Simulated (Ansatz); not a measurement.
**Deforming Hf**

```
CELL_PARAMETERS angstrom
0.00000 2.22000 2.22000
2.22000 0.00000 2.22000
2.22000 2.22000 0.00000
ATOMIC_POSITIONS crystal
Hf 0.00000 0.00000 0.00000
```

Conventional cell: a = 4.440 Å, b = 4.440 Å, c = 4.440 Å, α = 90.00°, β = 90.00°, γ = 90.00°. Hf (atom 1) is surrounded by 12 Hf at 3.14 Å.

The cell is COD entry 1534929, as deposited and not checked against the literature; nothing was relaxed.

No spin–orbit coupling, which matters for the heavy atoms here.

These are results of DFT, PBEsol, all-electron PAW with datasets made for the crystal, scalar-relativistic (Ansatz 0.2.0), not measurements.

Sampling and basis: a Γ-centred 16×16×16 k mesh, Fermi–Dirac smearing of 0.03 eV, cutoff 400 eV (chosen by the program for this cell), no spin polarisation.

The unchanged cell is at -1.60 GPa.

In a metal, stresses and small energies carry noise from the k mesh.

x, y and z are the Cartesian axes of the cell as listed; fractional coordinates follow a strain, and an engineering shear is twice the off-diagonal strain component.

(1) With this change (equal xy, yz and zx engineering shear strains of -2 %), what becomes of the energy and stress?

(2) With this change (equal xy, yz and zx engineering shear strains of -1 %), what becomes of the energy and stress?

(3) With this change (equal xy, yz and zx engineering shear strains of +1 %), what becomes of the energy and stress?

(4) With this change (equal xy, yz and zx engineering shear strains of +2 %), what becomes of the energy and stress?

Answers

(1) Energy change +5 meV/atom; stress change (xx, yy, zz, yz, xz, xy) 0.09, 0.09, 0.09, 1.18, 1.18, 1.18 GPa, compression positive.

(2) Energy change +1 meV/atom; stress change (xx, yy, zz, yz, xz, xy) 0.03, 0.03, 0.03, 0.56, 0.56, 0.56 GPa, compression positive.

(3) Energy change +1 meV/atom; stress change (xx, yy, zz, yz, xz, xy) 0.03, 0.03, 0.03, -0.59, -0.59, -0.59 GPa, compression positive.

(4) Energy change +5 meV/atom; stress change (xx, yy, zz, yz, xz, xy) 0.10, 0.10, 0.10, -1.18, -1.18, -1.18 GPa, compression positive.
